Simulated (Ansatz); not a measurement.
## Data sheet: B$_{4}$C (DFT)

B$_{4}$C:
```yaml
crystal:
  lattice:
    - [4.37133, 2.78984, 0.00000]
    - [-4.37133, 2.78984, 0.00000]
    - [-2.41766, 0.00000, 4.40833]
  atoms:
    - { symbol: B, position: [0.49175, 0.50825, 0.83836] }
    - { symbol: B, position: [0.50200, 0.17615, 0.48397] }
    - { symbol: B, position: [0.82385, 0.49800, 0.48397] }
    - { symbol: B, position: [0.49409, 0.83092, 0.50544] }
    - { symbol: B, position: [0.16908, 0.50591, 0.50544] }
    - { symbol: B, position: [0.30705, 0.69295, 0.18084] }
    - { symbol: B, position: [0.68960, 0.31040, 0.81193] }
    - { symbol: B, position: [0.30286, 0.18816, 0.69506] }
    - { symbol: B, position: [0.81184, 0.69714, 0.69506] }
    - { symbol: B, position: [0.69620, 0.81750, 0.29880] }
    - { symbol: B, position: [0.18250, 0.30380, 0.29880] }
    - { symbol: B, position: [0.00040, 0.99960, 0.98787] }
    - { symbol: C, position: [0.50331, 0.49669, 0.17564] }
    - { symbol: C, position: [0.12561, 0.87439, 0.88129] }
    - { symbol: C, position: [0.87851, 0.12149, 0.10360] }
```

Space group Cm (No. 8); conventional cell a = 8.7427 Å, b = 5.5797 Å, c = 5.0278 Å, α = γ = 90.00°, β = 118.74°.

Method: PBEsol (plane waves, PAW; program Ansatz). Geometry: relaxed at this level of theory. Other levels are named where they apply.

Cell and energy:

* **Volume per atom**: 7.17 Å³
* **Density**: 2.56 g/cm³
* **Formation energy from the elements (no fitted shifts)**: -0.10 eV/atom

Electronic structure:

* **Band gap**: 2.82 eV (indirect)
* **Valence-band maximum**: at Y2 (k = 0.500, 0.500, 0.000)
* **Conduction-band minimum**: at A (k = 0.000, 0.000, 0.500)
* **Smallest direct gap on the standard path**: 3.01 eV
* **Electron effective mass**: 0.33, 1.7, 4.0 mₑ (principal values)
* **Weight of the conduction-edge state by species (Voronoi cells)**: B 86 %, C 14 %
* **Hole effective mass**: 0.36, 0.64, 1.3 mₑ (principal values)
* **Weight of the valence-edge state by species (Voronoi cells)**: B 86 %, C 14 %
* **HSE06 gap on the PBEsol cell**: 3.75 eV

Mechanics:

- Bulk modulus (Birch–Murnaghan fit) = 243 GPa
- Pressure derivative B′ = 3.4
- Elastic constants (relaxed ions, GPa) = C11 = 499, C22 = 545, C33 = 558, C12 = 107, C13 = 98.9, C23 = 96.7, C44 = 199, C55 = 190, C66 = 184, C15 = -33.9, C25 = 56.1, C35 = 35.5, C46 = 36.5
- Mechanical stability = stable (all eigenvalues of C positive)
- Hill bulk and shear moduli = 244 and 197 GPa
- Young's modulus = 465 GPa
- Poisson's ratio = 0.18
- Debye temperature from the elastic constants = 1490 K
- Piezoelectric stress constants (proper, relaxed ions, C/m²) = e11 = e15 = 0.07, e12 = -0.06, e13 = -0.02, e24 = 0.28, e26 = -0.23, e31 = -0.03, e32 = 0.16, e33 = 0.08, e35 = -0.14

Dielectric response:

- Electronic dielectric constant ε∞ (DFPT) = 7.16 (xx), 7.19 (yy), 7.04 (zz)
- Static dielectric constant ε0 (ions relaxed, cell fixed) = 7.60 (xx), 8.89 (yy), 8.74 (zz)
- Born charges (a third of the trace) = B -0.20 to +2.47, C -1.86 to -0.67 e

Phonons:

* **Highest zone-centre frequency (without LO–TO term)**: 47.70 THz
* **Zone-centre stability**: no imaginary mode at Γ
* **Dynamical stability on the path**: stable (no imaginary branch)
* **Zero-point energy**: 138.0 meV/atom
* **Vibrational entropy at 300 K**: 5.4 J/(K·mol of atoms)

The first step of the workflow began from a Materials Project structure, measured or hypothetical; the Crystallography Open Database copy checked does not list it. Whether it is the stable phase at ambient conditions was not checked. The cell was relaxed with PBEsol under the symmetry of its start. The references are the lowest solids computed at this level, not always the standard phases.

Potentials: the later of the program's two PAW sets.
